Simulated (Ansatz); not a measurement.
Input:

KBr (rock salt), conventional cell a = 6.7052 Å, b = 6.7052 Å, c = 6.7052 Å, α = 90.00°, β = 90.00°, γ = 90.00°. The calculation uses the primitive cell of 2 atoms, to which meshes and values per cell refer.

E(V) scan at fixed shape, V₀ the volume above. Symmetry pins the atoms to their sites.

Level of theory: PBE (plane waves to 420 eV, PAW, scalar-relativistic; Ansatz, a quantum-chemistry and plane-wave program). k mesh 9×9×9 (Γ-centred), Fermi-Dirac smearing 0.05 eV. E stands for the smeared free energy. Stress and pressure are positive under compression. KBr was relaxed with its symmetry unable to fall. The zero of ΔE is the relaxed starting cell.

The scan covers V/V₀ from 0.900 to 1.100 in 11 points.

**Question.** What is the fitted pressure derivative B₀′?

**Answer.** 4.8.

**Question.** What bulk modulus B₀ follows from a third-order Birch-Murnaghan fit?

**Answer.** 13.5 GPa.

(Under strain, the slope of the energy per volume gives the stress and its curvature an elastic modulus.)
